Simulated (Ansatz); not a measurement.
## Run times of several calculations on SiO₂

Cell: 12 atoms, space group P4_12_12, a = 4.988 Å, b = 4.988 Å, c = 6.970 Å, α = 90.00°, β = 90.00°, γ = 90.00°.

All runs are DFT with Ansatz 0.2.0 on 1 thread of Intel Xeon Platinum 8259CL CPU @ 2.50GHz (Skylake/Cascade Lake) (x86_64; 16 cores open to the job, memory cap 3.0 GiB, no GPU), a shared host.

Q: Rank the runs by wall time, shortest first.
A. relaxation of the ions, PBE, gradients read without the response of the cores, 420 eV, 5×5×4 k-points, smearing 0.02 eV
B. single point, PBE, gradients read without the response of the cores, 420 eV, 5×5×4 k-points, smearing 0.02 eV
C. single point at relaxed positions, r2SCAN, gradients read without the response of the cores, 500 eV, 5×5×4 k-points, smearing 0.02 eV

A: B (14 s, 0.46 GiB), C (31 s, 0.78 GiB), A (49 s, 0.49 GiB).
